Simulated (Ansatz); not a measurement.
## Elastic constants of AlCo (Pm-3m) under pressure

```
CELL_PARAMETERS angstrom
2.82342 0.00000 0.00000
0.00000 2.82342 0.00000
0.00000 0.00000 2.82342
ATOMIC_POSITIONS crystal
Al 0.00000 0.00000 0.00000
Co 0.50000 0.50000 0.50000
```

This is the zero-pressure cell. At each pressure cell and atoms are relaxed in this structure, and the constants are slopes of the stress at strains of ±0.005 with relaxed ions (the coefficients that govern stability under load). Level: PBEsol, PAW on Ansatz 0.2.0's default frozen-core files (fitted under PBE), scalar-relativistic; k mesh 16×16×16, strains of ±0.005, Fermi-Dirac smearing of 0.100 eV, cutoff 420 eV. P is the pressure of the relaxed cell, less that of this one.

```tsv
P (GPa)	V/V₀	C11 (GPa)	C12 (GPa)	C44 (GPa)
0.00	1.0000	303.3	137.7	152.1
0.99	0.9950	309.5	140.8	154.5
1.99	0.9900	315.7	144.1	156.8
3.96	?	?	?	?
6.95	0.9670	346.2	159.8	168.3
9.99	0.9542	364.6	169.3	175.1
14.99	0.9349	394.3	184.6	185.9
```

Problem. Does the bulk modulus from the constants agree with the pressure-volume curve?

Solution. A third-order Birch-Murnaghan fit to the volumes shown (F against f, f = [(V₀/V)^(2/3) − 1]/2) gives B₀ = 192.9 GPa and B′ = 4.2. Its −V dP/dV stands beside (C11 + 2C12)/3:

```csv
P (GPa),from P(V),from the constants
0.00,192.9,192.9
0.99,197.0,197.1
1.99,201.3,201.3
6.95,221.9,221.9
9.99,234.3,234.4
14.99,254.5,254.5
```

Problem. What are the pressure derivatives at zero pressure?

Solution. Slopes at V₀ of quadratic fits in −ln(V/V₀) through the first four rows shown, divided by B₀: dC11/dP = 6.3, dC12/dP = 3.2, dC44/dP = 2.4. The mean slopes up to 2.0 GPa are 6.2, 3.2, 2.4; curvature and scatter of the constants part the two. The combination (dC11/dP + 2 dC12/dP)/3 = 4.2 stands against B′.

Problem. Fill the row at 3.96 GPa.

Solution. Cubic fits in −ln(V/V₀) through all rows shown give C11 = 327.9, C12 = 150.4, C44 = 161.5 GPa. Computed: V/V₀ = 0.9805, C11 (GPa) = 327.9, C12 (GPa) = 150.4, C44 (GPa) = 161.5.

Problem. Does a shear stiffness soften?

Solution. C44 goes from 152.1 to 185.9 GPa; (C11 − C12)/2 goes from 82.8 to 104.9 GPa. Neither ends more than 3 % under its start, and the lattice stays mechanically stable over this range.

Caveats: the structure is a database entry and needn't be the stable phase; no other phase was computed; many crystals of this kind change structure within this range, and rows or crossings beyond such a change describe a metastable lattice; frozen-core PAW files fitted under PBE, their cores solved anew for the functional of the run; responses of metals move with mesh and smearing; phonons weren't checked at these pressures.
